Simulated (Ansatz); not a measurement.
All numbers below come from DFT PBE, scalar-relativistic, plane waves, PAW (Ansatz 0.2.0). All cells share a 420 eV cutoff and Γ-centred k meshes spaced about 0.3 Å⁻¹ or finer (0.25 for metals, 2π included). Collinear spin where magnetic atoms keep a moment.

These are static total energies at zero pressure.

Compare these two cells of ScTiF5, each relaxed at this level.

1. (ferromagnetic moments up to 0.8 μB) Space group P4/mmm (No. 123), tetragonal, a = 5.677 Å, c = 3.893 Å. Sc has 4 F at 2.01 Å; Ti has 6 F at 1.95–2.00 Å; around F on a site of symmetry m2m lie 1 Ti at 2.00 Å and 1 Sc at 2.01 Å; F on a site of symmetry 4/mmm has 2 Ti at 1.95 Å.

2. (ferromagnetic moments up to 1.1 μB) Space group P4/mmm (No. 123), tetragonal, a = 3.495 Å, c = 5.985 Å. Sc has 12 F at 2.47 Å; Ti is surrounded by 8 F at 2.15 Å; F on a site of symmetry 2mm is surrounded by 2 Ti at 2.15 Å, 2 Sc at 2.47 Å and 7 F at 2.47–2.51 Å; F on a site of symmetry 4/mmm has 8 F at 2.47 Å and 4 Sc at 2.47 Å.

Question: Which would you expect to be lower, and how large is the difference?

Answer: Cell 1 is lower, by 215 meV/atom. Cell 1 has space group P4/mmm (No. 123), 17.9 Å³/atom and no gap on its mesh; cell 2 has space group P4/mmm (No. 123), 10.4 Å³/atom and no gap. Counting F atoms around Sc and Ti (those within 1.25 times the shortest such distance or 1.15 times the sum of covalent radii, 1.27 where that leaves under three), cell 1 has Sc 4, Ti 6 and cell 2 has Sc 12, Ti 8. The lower one is the more open, so pressure narrows the difference. Both come from trial cells of a structure search.

In such compounds of Ti a zero gap at this level may well be an artefact, since no Hubbard U is applied. The magnetic state reached may not be the lowest. Cell 1 has imaginary phonons (to 219i cm⁻¹), so it is a saddle point at this level. A kick in its own cell came back all the same. Other cells relaxed within their symmetry can be saddle points. Some candidate types were left out of the draw beforehand, so a known form may be missing.
